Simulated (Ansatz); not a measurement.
The relaxed structure here is a generated cell of RbSrBr3: the first start was made by placing the elements on the sites of a structure type, and the end was not matched to a known phase here, so it may be hypothetical.

A structure of RbSrBr3 relaxed with r2SCAN (plane waves to 500 eV, PAW, scalar-relativistic; Ansatz, an electronic-structure program); single points at other levels follow on the same geometry (Ansatz, PAW; HSE06 at 420 eV on a 3×2×3 k-mesh; no spin-orbit coupling). Space group Pnma (No. 62).

```
RbSrBr3
1.0
    8.44927     0.00000     0.00000
    0.00000    11.53056     0.00000
    0.00000     0.00000     7.95905
Rb Sr Br
4 4 12
Direct
  0.42324   0.25000   0.97267
  0.92324   0.25000   0.52733
  0.57676   0.75000   0.02733
  0.07676   0.75000   0.47267
  0.00000   0.00000   0.00000
  0.50000   0.50000   0.50000
  0.00000   0.50000   0.00000
  0.50000   0.00000   0.50000
  0.03434   0.25000   0.11100
  0.53434   0.25000   0.38900
  0.96566   0.75000   0.88900
  0.46566   0.75000   0.61100
  0.30221   0.55676   0.19180
  0.80221   0.94324   0.30820
  0.69779   0.05676   0.80820
  0.19779   0.44324   0.69180
  0.69779   0.44324   0.80820
  0.19779   0.05676   0.69180
  0.30221   0.94324   0.19180
  0.80221   0.55676   0.30820
```

```
level   gap (eV)    kind  conduction minimum
------  --------  ------  ------------------
r2SCAN      5.25  direct                   Γ
HSE06          ?       –                   ?
```

### Question
Fill in the missing entries.

### Answer

- HSE06, gap (eV): 5.73
- HSE06, conduction minimum: Γ

For this cell size the semilocal gaps come from the SCF mesh and high-symmetry points. No spin polarisation in the result.

The run could not lose the symmetry of its start: the end is stationary, and may be a saddle point rather than a minimum.
